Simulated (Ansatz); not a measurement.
Cu₂Sb in space group P4/nmm (No. 129; Cu on 2a, Cu on 2c, Sb on 2c) at seven volumes, plane-wave PAW r²SCAN (Ansatz code), shape and atoms relaxed at each. One row is withheld.

```csv
V (Å³/atom),P (GPa)
14.702,?
15.187,7.32
15.672,3.34
16.156,0.01
16.641,-2.77
17.126,-5.07
17.610,-6.94
```

Fit the shown pressures and predict the withheld one.

Third-order Birch–Murnaghan: P = (3/2)B₀(x^(7/2) − x^(5/2))[1 + (3/4)(B′ − 4)(x − 1)] with x = (V₀/V)^(2/3). Least squares on the six rows gives V₀ = 16.157 Å³/atom, B₀ = 100.9 GPa, B′ = 5.18. At V = 14.702, x = 1.0649 and P = 12.16 GPa. The run itself gave 12.08 GPa.

The workflow started from a Materials Project entry (that database holds measured and hypothetical structures alike); the Crystallography Open Database files this formula in space group No. 129, but the cells were not matched. Its standing as an ambient phase is unchecked. The cell was relaxed with r²SCAN under the symmetry of its start; its stability against distortions is not shown here. No spin polarisation was allowed. Scalar-relativistic: spin–orbit coupling is off unless named, which matters more the heavier the elements.

Potentials: the later of the program's two PAW sets.
